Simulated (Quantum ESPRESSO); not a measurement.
# TiGeGaO5F: input and log of a self-consistent run

Simulated, not a measurement. The program is pw.x of Quantum ESPRESSO 7.5 (plane-wave density functional theory). The cell is made up: 9 atoms on a corundum lattice with one site empty, with randomly drawn elements, strain and displacements, not relaxed. PseudoDojo standard norm-conserving files (v0.5 for PBE, v0.4.1 for LDA and PBEsol) set the functional; there is no spin polarisation, spin-orbit coupling or dispersion term, and the masses in the input are unused placeholders.

Input:

```
&control calculation='scf', pseudo_dir='./dojo.nc.sr.pbe.v0_5.standard.upf', outdir='./o', disk_io='low', tprnfor=.true., tstress=.true. /
&system ibrav=0, nat=9, ntyp=5, nbnd=44, ecutwfc=105.61755193, nosym=.true., tot_charge=0,
 occupations='smearing', smearing='fd', degauss=0.0018374661
/
&electrons conv_thr=7.350e-09, electron_maxstep=60, /
ATOMIC_SPECIES
F 1.0 F.upf
Ga 1.0 Ga.upf
Ge 1.0 Ge.upf
O 1.0 O.upf
Ti 1.0 Ti.upf
CELL_PARAMETERS angstrom
2.5822 1.4908 4.6371
-2.5822 1.4908 4.6371
0.0 -2.9817 4.6371
ATOMIC_POSITIONS angstrom
Ti 0.0482 -0.0776 4.8555
Ge 0.0678 0.0207 1.977
Ga 0.0095 0.0106 11.9111
O -0.8939 1.494 8.1268
F -0.7974 -1.6237 8.0201
O 1.7807 0.1485 8.1335
O 0.9961 -1.507 5.8512
O 0.8283 1.6489 5.8071
O -1.8073 -0.1853 5.8358
K_POINTS automatic
7 7 7 1 1 1
```

The log is shortened where brackets say so; the opening notice, blank lines, dates and the lines on written files are dropped, and the path of the files is cut. It prints rydbergs, bohrs and kilobars, and counts compression as positive stress. With no partly filled state, the Fermi energy that it prints is only some level between the filled and the empty states on the mesh, and need not lie in the true gap.

```
     Program PWSCF v.7.5
     Parallel version (MPI & OpenMP), running on       4 processor cores
     Number of MPI processes:                 4
     Threads/MPI process:                     1
     [start-up lines left out]
     bravais-lattice index     =            0
     lattice parameter (alat)  =      10.4180  a.u.
     unit-cell volume          =     722.7919 (a.u.)^3
     number of atoms/cell      =            9
     number of atomic types    =            5
     number of electrons       =        76.00
     number of Kohn-Sham states=           44
     kinetic-energy cutoff     =     105.6176  Ry
     charge density cutoff     =     422.4702  Ry
     scf convergence threshold =      7.3E-09
     mixing beta               =       0.7000
     number of iterations used =            8  plain     mixing
     Exchange-correlation= PBE
                           (   1   4   3   4   0   0   0)
     [axes and pseudopotential details left out]
   Cartesian axes
     site n.     atom                  positions (alat units)
         1        Ti     tau(   1) = (   0.0087430  -0.0140759   0.8807398  )
         2        Ge     tau(   2) = (   0.0122983   0.0037548   0.3586083  )
         3        Ga     tau(   3) = (   0.0017232   0.0019227   2.1605560  )
         4        O      tau(   4) = (  -0.1621446   0.2709969   1.4741213  )
         5        F      tau(   5) = (  -0.1446405  -0.2945232   1.4547670  )
         6        O      tau(   6) = (   0.3230014   0.0269364   1.4753366  )
         7        O      tau(   7) = (   0.1806827  -0.2733549   1.0613499  )
         8        O      tau(   8) = (   0.1502454   0.2990942   1.0533506  )
         9        O      tau(   9) = (  -0.3278264  -0.0336116   1.0585565  )
     number of k points=   172  Fermi-Dirac smearing, width (Ry)=  0.0018
     Number of k-points >= 100: set verbosity='high' to print them.
     Dense  grid:   106047 G-vectors     FFT dimensions: (  72,  72,  72)
     Estimated max dynamical RAM per process >     544.98 MB
     Estimated total dynamical RAM >       2.05 GB
     Initial potential from superposition of free atoms
     starting charge      75.9949, renormalised to      76.0000
     Starting wfcs are   52 randomized atomic wfcs
     total cpu time spent up to now is       16.2 secs
     per-process dynamical memory:   491.9 Mb
     Self-consistent Calculation
     iteration #  1     ecut=   105.62 Ry     beta= 0.70
     Davidson diagonalization with overlap
     ethr =  1.00E-02,  avg # of iterations =  2.0
     total cpu time spent up to now is       53.4 secs
     total energy              =    -663.66219685 Ry
     estimated scf accuracy    <       2.96359468 Ry
     iteration #  2     ecut=   105.62 Ry     beta= 0.70
     Davidson diagonalization with overlap
     ethr =  3.90E-03,  avg # of iterations =  5.5
     total cpu time spent up to now is      102.7 secs
     total energy              =    -659.49494719 Ry
     estimated scf accuracy    <      48.28631172 Ry
     iteration #  3     ecut=   105.62 Ry     beta= 0.70
     Davidson diagonalization with overlap
     ethr =  3.90E-03,  avg # of iterations =  5.7
     total cpu time spent up to now is      145.0 secs
     total energy              =    -665.19115606 Ry
     estimated scf accuracy    <       1.85220547 Ry
     iteration #  4     ecut=   105.62 Ry     beta= 0.70
     Davidson diagonalization with overlap
     ethr =  2.44E-03,  avg # of iterations =  2.0
     total cpu time spent up to now is      182.7 secs
     total energy              =    -665.31234900 Ry
     estimated scf accuracy    <       0.58398414 Ry
     iteration #  5     ecut=   105.62 Ry     beta= 0.70
     Davidson diagonalization with overlap
     ethr =  7.68E-04,  avg # of iterations =  3.1
     total cpu time spent up to now is      213.2 secs
     total energy              =    -665.26362311 Ry
     estimated scf accuracy    <       0.30826882 Ry
     [iterations 6 to 10 left out]
     iteration # 11     ecut=   105.62 Ry     beta= 0.70
     Davidson diagonalization with overlap
     ethr =  4.22E-07,  avg # of iterations =  1.0
     total cpu time spent up to now is      410.3 secs
     total energy              =    -665.28281647 Ry
     estimated scf accuracy    <       0.00002033 Ry
     iteration # 12     ecut=   105.62 Ry     beta= 0.70
     Davidson diagonalization with overlap
     ethr =  2.68E-08,  avg # of iterations =  2.2
     total cpu time spent up to now is      442.0 secs
     total energy              =    -665.28282094 Ry
     estimated scf accuracy    <       0.00000325 Ry
     iteration # 13     ecut=   105.62 Ry     beta= 0.70
     Davidson diagonalization with overlap
     ethr =  4.27E-09,  avg # of iterations =  2.2
     total cpu time spent up to now is      472.4 secs
     total energy              =    -665.28282134 Ry
     estimated scf accuracy    <       0.00000039 Ry
     iteration # 14     ecut=   105.62 Ry     beta= 0.70
     Davidson diagonalization with overlap
     ethr =  5.08E-10,  avg # of iterations =  2.1
     total cpu time spent up to now is      502.8 secs
     total energy              =    -665.28282141 Ry
     estimated scf accuracy    <       0.00000005 Ry
     iteration # 15     ecut=   105.62 Ry     beta= 0.70
     Davidson diagonalization with overlap
     ethr =  6.30E-11,  avg # of iterations =  2.9
     total cpu time spent up to now is      534.2 secs
     End of self-consistent calculation
     Number of k-points >= 100: set verbosity='high' to print the bands.
     the Fermi energy is     7.7414 ev
!    total energy              =    -665.28282142 Ry
     estimated scf accuracy    <          5.7E-09 Ry
     smearing contrib. (-TS)   =      -0.00000000 Ry
     internal energy E=F+TS    =    -665.28282142 Ry
     The total energy is F=E-TS. E is the sum of the following terms:
     one-electron contribution =    -273.54542695 Ry
     hartree contribution      =     185.47857622 Ry
     xc contribution           =    -155.37221128 Ry
     ewald contribution        =    -421.84375942 Ry
     convergence has been achieved in  15 iterations
     Forces acting on atoms (cartesian axes, Ry/au):
     atom    1 type  5   force =     0.02548111   -0.05039396    0.01747924
     atom    2 type  3   force =    -0.00649357   -0.08520449   -0.01927701
     atom    3 type  2   force =    -0.04688357    0.00857718   -0.04579648
     atom    4 type  4   force =    -0.10659159    0.04883095   -0.02022819
     atom    5 type  1   force =     0.01729353   -0.01255656    0.02600833
     atom    6 type  4   force =     0.09398175    0.05384344   -0.00784448
     atom    7 type  4   force =    -0.06654527    0.00336959    0.00236339
     atom    8 type  4   force =     0.05056309   -0.05868068    0.03004352
     atom    9 type  4   force =     0.03919452    0.09221453    0.01725168
     Total force =     0.253582     Total SCF correction =     0.000141
     Computing stress (Cartesian axis) and pressure
          total   stress  (Ry/bohr**3)                   (kbar)     P=     -168.82
  -0.00131977  -0.00019519   0.00007108         -194.14      -28.71       10.46
  -0.00019519  -0.00131945  -0.00008722          -28.71     -194.10      -12.83
   0.00007108  -0.00008722  -0.00080370           10.46      -12.83     -118.23
     init_run     :     15.26s CPU     15.80s WALL (       1 calls)
     electrons    :    514.16s CPU    517.95s WALL (       1 calls)
     forces       :      3.73s CPU      3.77s WALL (       1 calls)
     stress       :     13.03s CPU     13.05s WALL (       1 calls)
     [timing details left out]
     PWSCF        :   9m 6.81s CPU   9m11.29s WALL
     JOB DONE.
```

In other units: free energy -9051.634 eV for the cell, pressure -16.88 GPa, largest force component 2.741 eV/Å. This run is the check on a run of the same cell at a cutoff of 1143 eV and k mesh 5 x 5 x 5: rerunning at a cutoff of 1437 eV and k mesh 7 x 7 x 7 moved values by no more than 0.003 eV in energy, 0.04 GPa in stress and 0.002 eV/Å in force.